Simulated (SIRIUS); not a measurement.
Parameter sweep on AlGaN2 (P3m1, 4 atoms in the cell; from Materials Project mp-1228894)

```
AlGaN2
1.0
    3.14528     0.00000     0.00000
   -1.57264     2.72389     0.00000
    0.00000     0.00000     5.09689
Al Ga N
1 1 2
Direct
  0.00000   0.00000   0.99926
  0.66667   0.33333   0.49717
  0.66667   0.33333   0.11180
  0.00000   0.00000   0.62816
```

Base run A: LDA (PW92), FP-LAPW (LAPW with two local orbitals a valence shell; core below -3 Ha), all-electron full potential with ZORA scalar-relativistic valence and Dirac core (SIRIUS 7.12.0), self-consistent single point.

Its settings: parameters.ngridk = 6 6 4; basis = LAPW with two local orbitals a valence shell, core below -3 Ha; unit_cell.atom_type_rmt = {Al: 1.85, Ga: 1.97, N: 1.57} bohr; parameters.xc_functionals = [XC_LDA_X, XC_LDA_C_PW]; parameters.aw_cutoff = 7; parameters.pw_cutoff = 20 1/bohr; parameters.smearing = gaussian; parameters.smearing_width = 0.0001 Ha; parameters.electronic_structure_method = full_potential_lapwlo; parameters.lmax_apw = 8; parameters.lmax_rho = 8; parameters.lmax_pot = 8; parameters.auto_rmt = 0; parameters.num_fv_states = 20; parameters.num_mag_dims = 0; parameters.num_dft_iter = 100; parameters.energy_tol = 1e-07 Ha; parameters.density_tol = 1e-06; mixer.type = broyden2; mixer.beta = 0.2.

The structure comes from a collection of computed structures, made at another level of theory; the collection holds predicted forms beside known ones. Values depend on the basis (sphere radii, cutoffs, local orbitals), which need not be converged.

ΔF is the free energy per atom less that of run A. 

A variant of run A gave: the free energy goes up by 11.6 meV/atom, the largest force goes from 0.172 to 0.329 eV/Å and the gap on the mesh goes from 2.899 to 2.719 eV.

**Question.** Which change was made?
A) lattice vector a scaled by 1.02
B) lattice vector a scaled by 0.98
C) lattice vector a scaled by 1.01
D) lattice vector a scaled by 0.99

**Answer.** A, lattice vector a scaled by 1.02. That run gave: ΔF (meV/atom) 11.6; largest force (eV/Å) 0.329; gap on the mesh (eV) 2.719; k-points 76; basis size 518.

The base and the other variants:

| change | ΔF (meV/atom) | largest force (eV/Å) | gap on the mesh (eV) | k-points | basis size |
|---|---|---|---|---|---|
| base | 0.00 | 0.172 | 2.899 | 24 | 502 |
| lattice vector a scaled by 0.98 | 1.40 | 0.334 | 2.952 | 76 | 490 |
| lattice vector a scaled by 0.99 | -0.98 | 0.212 | 2.928 | 76 | 498 |
| lattice vector a scaled by 1.01 | 4.4 | 0.246 | 2.811 | 76 | 502 |
